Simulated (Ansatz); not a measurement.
## ZnAg (Pm-3m), a sublattice moved along a line

Level of theory: Ansatz 0.2.0, DFT LDA, scalar-relativistic, plane waves, PAW. Settings: plane waves to 420 eV, k-mesh 16×16×16 (Γ-centred), Gaussian smearing 0.15 eV. No spin polarisation. Energies are free energies at this smearing, counted from the undisturbed cell; pressure is positive in compression.

Zero of the scan (as given, not relaxed at this level; it stands at -8.2 GPa, and it needn't be the usual structure):

```yaml
crystal:
  lattice:
    - [3.15600, 0.00000, 0.00000]
    - [0.00000, 3.15600, 0.00000]
    - [0.00000, 0.00000, 3.15600]
  atoms:
    - { symbol: Zn, position: [0.50000, 0.50000, 0.50000] }
    - { symbol: Ag, position: [0.00000, 0.00000, 0.00000] }
```

Every Ag atom is moved by x along the Cartesian unit vector (0.000, 0.000, 1.000); the cell and all other atoms stay fixed. The cell is metallic on the mesh throughout. At -8 GPa the given cell is far from its own equilibrium, so these figures belong to a strongly strained crystal.

x (Å), ΔE (meV/cell) and a bar:
```
  -0.5000      341.6 ##############################
  -0.2500       85.6 ########
   0.0000        0.0
   0.1250       21.4 ##
   0.3750      192.8 #################
```